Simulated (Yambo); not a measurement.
Given:

```
RbLiZnS2
1.0
   -2.01274     2.01274     6.88062
    2.01274    -2.01274     6.88062
    2.01274     2.01274    -6.88062
Li S Zn Rb
1 2 1 1
Direct
  0.25000   0.75000   0.50000
  0.65286   0.65286   0.00000
  0.34714   0.34714   0.00000
  0.75000   0.25000   0.50000
  0.00000   0.00000   0.00000
```

Workflow: norm-conserving PBEsol (Quantum ESPRESSO, 84 Ry, no spin-orbit coupling), then G0W0 in Yambo (4×4×4 Γ-centred k mesh, bands 6 to 122 and a 6 Ry block in the screening, 122 bands in G with the Bruneval-Gonze terminator, plasmon pole fitted at 27.2 eV).

Task: Give the PBEsol and G0W0 gaps between the band edges found on this mesh, and say where the edges lie.

Result: Edges: Γ → Γ. PBEsol: 2.31 eV; G0W0: 3.96 eV. Convergence of the G0W0 settings was not tested. 

Geometry of the Materials Project entry, not relaxed at this level.

The structure is a Materials Project entry; no match was found in the copy of COD used, and its stability was not checked.
